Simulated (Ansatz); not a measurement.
## Relaxing nickel (diamond)

Computed with Ansatz 0.2.0, DFT, LDA (PW92), plane waves (420 eV) with PAW, scalar-relativistic. (PAW data from PBE, frozen cores regenerated.)

k-point mesh 11×11×11, Fermi-Dirac smearing 0.05 eV, starting moments 0.80, -0.80 μB. Cell and atoms relax.

Starting structure:

```
Ni
1.0
     0.00000    2.45346    2.45346
     2.45346    0.00000    2.45346
     2.45346    2.45346    0.00000
Ni
2
Direct
  0.12500 0.12500 0.12500
  0.87500 0.87500 0.87500
```

Q: The pressure at the start is 2.6 GPa. By how much does the volume change?

A: From 14.77 to 15.07 Å³ per atom, 2.0 %. The final cell has a = 4.940 Å.

Q: How much energy does the relaxation gain?

A: 2.4 meV per atom.

Q: Which magnetic state does it end in?

A: ferromagnetic, net 0.79 μB per atom; moments 0.81 ×2 μB.
